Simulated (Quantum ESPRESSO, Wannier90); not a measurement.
# ZrSe$_{2}$ (CdI2 type): Wannier90 run

```xyz
3
Lattice="3.8112 0.0000 0.0000 -1.9056 3.3006 0.0000 0.0000 0.0000 6.3999" Properties=species:S:1:pos:R:3 pbc="T T T"
Zr     0.0000     0.0000     0.0000
Se    -1.9056     1.1002    -1.5623
Se     1.9056    -1.1002     1.5623
```

Cell from Materials Project (mp-2076), symmetrised, no further relaxation. COD (Crystallography Open Database) has an entry of this formula and space group (matched by these alone). Level: PBE, no spin polarisation, no spin-orbit coupling; pw.x of Quantum ESPRESSO at 69 Ry with PseudoDojo potentials, 12×12×6 k-points, Wannier90. Density: 12×12×6 mesh, Gaussian smearing 0.01 Ry. The cell is built of weakly bound layers, chains or molecules, whose nearest atoms lie 3.95 Å apart. Database cells relaxed without dispersion often hold them too far apart, which can enlarge gaps and weakens couplings between them; spacing and stacking were not compared with the measured crystal. Spin-orbit coupling, left out, would split the p-like bands by a few tenths of an eV.

Base run: 11 functions from bands 17-37 of the 37 computed, start hydrogen-like Zr: d; Se: p, centres 0.05 Å off the atoms, frozen window up to 1.95 eV relative to the valence-band maximum, outer window open. One setting was then changed (edges relative to the valence-band maximum; misfit to pw.x on a path, for states up to 1.4 eV relative to the valence-band maximum).

```
run      Ω_I (Å²)  rms misfit (meV)  worst (meV)
-------  --------  ----------------  -----------
base        19.88               0.3          2.8
changed     18.95                89          374
```

Problem. Which change was made?
A) frozen window to 2.95 eV
B) no frozen window
C) frozen window to -1.05 eV
D) only the lowest 13 of the kept bands
E) frozen window to 3.95 eV

Solution. C, frozen window to -1.05 eV. The others give:

```tsv
run	Ω_I (Å²)	rms misfit (meV)	worst (meV)
frozen window to 2.95 eV	20.57	0.1	0.6
frozen window to 3.95 eV	22.44	0.3	2.1
no frozen window	16.29	638	1591
only the lowest 13 of the kept bands	22.91	0.2	1.6
```
